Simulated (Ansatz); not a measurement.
Consider the following.

Si:
Space group P6₃/mmc (No. 194); a = b = 3.832 Å, c = 6.341 Å, α = β = 90.00°, γ = 120.00°

| atom | site | symmetry | x | y | z |
|---|---|---|---|---|---|
| Si | 4f | 3m. | 0.3333 | 0.6667 | 0.0631 |

This is the r²SCAN-relaxed structure.

Q: All from the program Ansatz at the r²SCAN level (PAW), unless another level is named. Estimate the band gap.

A: 0.61 eV (indirect).

Q: And the HSE06 gap on the r²SCAN cell?

A: 0.97 eV.

Q: Next, the smallest direct gap on the standard path?

A: 1.36 eV.

Q: And the conduction-band minimum?

A: at M (3 equivalent valleys).

Q: Predict the valence-band maximum.

A: at Γ.

Space group P6_3/mmc. The first step of the workflow began from a Materials Project structure, measured or hypothetical; the Crystallography Open Database copy checked does not list it. It is not the phase usual at ambient conditions (space group No. 227). The r²SCAN relaxation kept the symmetry of its start; phonons on a q-mesh show no instability.

Potentials: the earlier of the program's two PAW sets.
